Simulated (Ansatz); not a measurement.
# zincblende-structured OsSe

Method: r²SCAN, scalar-relativistic; collinear spin; PAW, 500 eV, 10×10×10 k-mesh, Gaussian smearing of 0.05 eV; code Ansatz; PAW files: Ansatz's generated set soft_2.

```
Os Se
1.0
     0.00000    2.73478    2.73478
     2.73478    0.00000    2.73478
     2.73478    2.73478    0.00000
Os Se
1 1
Cartesian
  0.0000 0.0000 0.0000
  1.3674 1.3674 1.3674
```

The start was a prototype's sites filled with these elements, not a measured cell.

The geometry is fixed. Moments are started on Os in several ways. q is the propagation vector of an order in a doubled cell, in units of this cell's reciprocal vectors; doubled cells take an equivalent mesh or are counted from a ferromagnetic run in the same cell, unless said otherwise. Energies count from the first row, the state in which the cell was relaxed.

The starts:
- ferromagnetic
- no spin polarisation
- antiparallel, q = (0, 0, 1/2)
- small parallel moments

(1) Which start ends lowest, and how far above it lies the solution without spin polarisation?

Answer:

(1) Lowest, alike within 0.5 meV/atom: ferromagnetic; antiparallel, q = (0, 0, 1/2) (which ended parallel); small parallel moments, though «no spin polarisation» lies within 0.9 meV/atom, too near to part. Without spin polarisation the energy is 0.9 meV/atom higher.

```tsv
start	largest typed moment (μB)	ΔE (meV/atom)	gap on the mesh (eV)	P (GPa)	final spin moments (μB)
ferromagnetic	0.12	0.0	metal	-0.1	Os 0.10
no spin polarisation	0.00	0.9	metal	-0.1	none
antiparallel, q = (0, 0, 1/2)	1.00	0.0	metal	-0.1	Os 0.10
small parallel moments	0.50	0.0	metal	-0.1	Os -0.10
```

1 further start is left out (unconverged or without a whole record).

These starts lost their opposed signs and ended with parallel moments: antiparallel, q = (0, 0, 1/2).

Only orders that fit these small cells were tried, so the real crystal's order may be another.

Spin–orbit coupling is left out. The run wasn't fully tested for a lower electronic state. So small a moment in a metal hangs on mesh and smearing, and semilocal functionals can overstate it, so the real crystal may have none. Site moments are of spin, integrated over atomic spheres.
